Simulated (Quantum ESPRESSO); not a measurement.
Space group P6₃mc (No. 186); a = 3.670 Å, b = 3.670 Å, c = 11.644 Å, α = 90.00°, β = 90.00°, γ = 120.00°

| atom | site | symmetry | x | y | z |
|---|---|---|---|---|---|
| S | 2b | 3m. | 0.3333 | 0.6667 | 0.2519 |
| S | 2a | 3m. | 0.0000 | 0.0000 | 0.4980 |
| Sn | 2b | 3m. | 0.6667 | 0.3333 | 0.1251 |

Cell and atoms were relaxed with PBE+D3(BJ) from Materials Project entry mp-9984, within its symmetry.

Task: What does PBEsol (pw.x of Quantum ESPRESSO, ONCV potentials, with spin-orbit coupling) give for the electronic structure near the Fermi level?

Result: The PBEsol gap is indirect, 0.97 eV, from 83 % of the way from K to Γ to M; the smallest direct gap is 1.33 eV. Another valence extremum on the path lies within 0.02 eV, too close to call. 

This is not the ordinary phase of the substance; no match was found in the copy of COD used, and its stability was not checked.
